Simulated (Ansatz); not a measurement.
Data:

ZnCu2SiTe4:
```xyz
8
Lattice="-2.9391 2.9391 5.8319 2.9391 -2.9391 5.8319 2.9391 2.9391 -5.8319" Properties=species:S:1:pos:R:3 pbc="T T T"
Zn     0.0000     0.0000     0.0000
Si     0.0000     0.0000     5.8319
Cu     0.0000     2.9391     2.9160
Cu     2.9391     0.0000     2.9160
Te     1.4354    -1.4354     7.3618
Te     1.5037     1.5037    -1.5298
Te    -1.4354     1.4354     7.3618
Te     1.4354     1.4354     4.3021
```

This is the LDA-relaxed structure.

Question: All from plane-wave PAW LDA (Ansatz code), unless another level is named. Give the electron effective mass.

Answer: 0.13, 0.20, 0.22 mₑ (principal values).

Question: What about the smallest direct gap on the standard path?

Answer: 0.27 eV.

Question: And the valence-band maximum?

Answer: at Γ.

Space group I-42m. The first step of the workflow began from a Materials Project structure, measured or hypothetical; the Crystallography Open Database copy checked does not list it. Whether it is the stable phase at ambient conditions was not checked. The LDA relaxation kept the symmetry of its start; its stability against distortions is not shown here. No spin polarisation was allowed. Spin–orbit coupling is left out wherever it is not named.

Potentials: the later of the program's two PAW sets.
